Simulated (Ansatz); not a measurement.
Kick test of a cell of B3C2

The cell was found from a structure generator's guess, not taken from experiment.

Level of theory: DFT PBE, scalar-relativistic, plane waves, PAW in Ansatz. Plane waves to 420 eV, a k mesh through Γ of 12×12×12 on the computed 5-atom cell and Gaussian smearing (0.10 eV); no spin polarisation.

The cell below (5 atoms, space group R-3m (No. 166)) is relaxed within its symmetry.

```
B C
1.0
     1.36961    0.79075    7.22129
    -1.36961    0.79075    7.22129
     0.00000   -1.58149    7.22129
B C
3 2
Direct
  0.40544 0.40544 0.40544
  0.59456 0.59456 0.59456
  0.00000 0.00000 0.00000
  0.92974 0.92974 0.92974
  0.07026 0.07026 0.07026
```

For the test a repeat of it with 10 atoms (edges 2.74, 4.74, 7.39 Å) was strained at random (σ = 1.5 % a component), the atoms were moved at random (σ = 0.15 Å), and all was relaxed again on a coarse 8×6×8 mesh (in the run’s order of axes) with 0.20 eV smearing, with no symmetry imposed.

No dispersion correction is applied, so the spacing and binding between layers, chains or molecules are poorly described. An odd number of electrons in the primitive cell allows no gap without spin; a larger cell or a magnetic state could open one.

**Question.** Does it come back?

**Answer.** It doesn't return. The energy falls by 21 meV/atom on that mesh, the volume changes by 0.6 %, and the end has space group P-1 (No. 2) at a loose tolerance. Relaxed again on a 12×8×4 mesh with 0.10 eV smearing, the new structure lies 18 meV/atom below the first (mesh in the axes of the run's cell; the cell below is made exact in the group named). Space group P-1 (No. 2), triclinic, a = 2.729 Å, b = 4.755 Å, c = 7.487 Å, α = 84.4°, β = 80.1°, γ = 90.0°. Around B on its first site lie 3 C at 1.59–1.64 Å, 1 B at 1.94 Å and 2 B at 2.08 Å; B on its second site has 3 C at 1.56–1.57 Å; B on its third site has 2 C at 1.56–1.57 Å, 1 B at 1.94 Å and 4 B at 2.08–2.12 Å; C on its first site has 4 B at 1.57–1.59 Å; 1 more site not described.

Space group P-1 (No. 2). a = 2.729 Å, b = 4.755 Å, c = 7.487 Å, α = 84.36°, β = 80.12°, γ = 90.00°
| atom | site | symmetry | x | y | z |
| --- | --- | --- | --- | --- | --- |
| B | 2i | 1 | 0.3477 | 0.9548 | 0.2925 |
| B | 2i | 1 | 0.8521 | 0.4566 | 0.2833 |
| B | 2i | 1 | 0.2491 | 0.1697 | 0.5021 |
| C | 2i | 1 | 0.1514 | 0.2153 | 0.7093 |
| C | 2i | 1 | 0.6557 | 0.7017 | 0.7003 |
